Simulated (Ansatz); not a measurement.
A geometry of MgS away from equilibrium: step 2 of the relaxation of a relaxed MgS cell, doubled along one cell vector, shaken by Gaussian noise of σ = 0.08 Å a coordinate. Calculation: r2SCAN (plane waves to 500 eV, PAW, scalar-relativistic; Ansatz, a first-principles code). Γ-centred k-mesh 6×11×11 on the run's cell, Fermi–Dirac smearing 0.05 eV.

```
CELL_PARAMETERS angstrom
     -0.01685     5.21285     5.21320
      2.58184    -0.00179     2.59996
      2.58361     2.60155    -0.00356
ATOMIC_POSITIONS crystal
  Mg 0.99585 0.02039 0.99163
  Mg 0.49356 0.02592 0.00586
  S  0.24343 0.50921 0.46444
  S  0.74641 0.51852 0.48723
```

Q: Predict the force on each atom, in eV/Å.

A: 
```
atom     Fx     Fy     Fz
----  -----  -----  -----
Mg1   -0.08  -0.19  -0.09
Mg2   -0.53  -0.11  -0.02
S3     0.51   0.31   0.17
S4     0.11  -0.01  -0.05
```

Q: What is the pressure?

A: +0.8 GPa, compression positive.

No spin polarisation in the result.
